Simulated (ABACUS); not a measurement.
Consider a self-consistent single point of AlGa3N4 (Pm, 8 atoms in the cell; from Materials Project mp-1228943, changed as shown).

```
AlGa3N4
1.0
    5.04268     0.00000     0.00000
    0.00000     3.10374     0.00000
   -0.00364     0.00000     5.37398
Al Ga N
1 3 4
Direct
  0.00050   0.50000   0.66730
  0.49910   0.50000   0.33520
  0.49910   0.00000   0.83130
  0.99990   0.00000   0.16620
  0.11920   0.50000   0.34130
  0.11680   0.00000   0.82530
  0.62020   0.00000   0.16610
  0.63260   0.50000   0.66730
```

Computed with LDA (PW92), numerical atomic orbitals TZDP (confined pseudo-atomic orbitals with Gaussian additions; energy shift 0.01 Ry), PseudoDojo 0.4 standard norm-conserving LDA (tails mended) pseudopotentials run with ABACUS 3.10.1.

ABACUS settings:

- basis: TZDP numerical atomic orbitals, energy shift 0.01 Ry
- KPT: Gamma 4 6 4 0 0 0
- basis_type: lcao
- dft_functional: PWLDA
- ecutwfc: 100 Ry
- smearing_method: fixed
- potentials: PseudoDojo 0.4 standard norm-conserving LDA (tails mended)
- symmetry: 1
- symmetry_prec: 1e-05
- ks_solver: scalapack_gvx
- scf_nmax: 100
- scf_thr: 1.0e-07
- mixing_type: broyden

Q: Estimate, at this level of theory: gap on the k-point mesh, pressure and largest force (vector length).

A: The run gave:

| Item | Result |
|---|---|
| Gap on the k-point mesh | 2.92 eV |
| Pressure | 8.02 GPa |
| Largest force (vector length) | 0.129 eV/Å |

The gap is read on the k-point mesh of the run and can differ from the gap over the whole zone at this level.

For comparison: a first run was changed to give this one (lattice scaled by 0.98), and from it to this one the free energy rises by 5.6 meV/atom, the pressure goes from -4.60 to 8.02 GPa, the largest force goes from 0.120 to 0.129 eV/Å and the gap on the mesh goes from 2.489 to 2.924 eV.

The atom-centred basis is finite, which shifts total energies, pressures, gaps and forces against plane waves. The structure comes from a collection of computed structures, made at another level of theory; the collection holds predicted forms beside known ones.

Cost on one core: very roughly 2.6 core-minutes.

The atomic orbitals were generated for these runs; they are not ABACUS's published sets and were checked against plane waves on a few crystals only.

“Tails mended”: in these copies of the files the far tail of each local potential was reset to the Coulomb form.
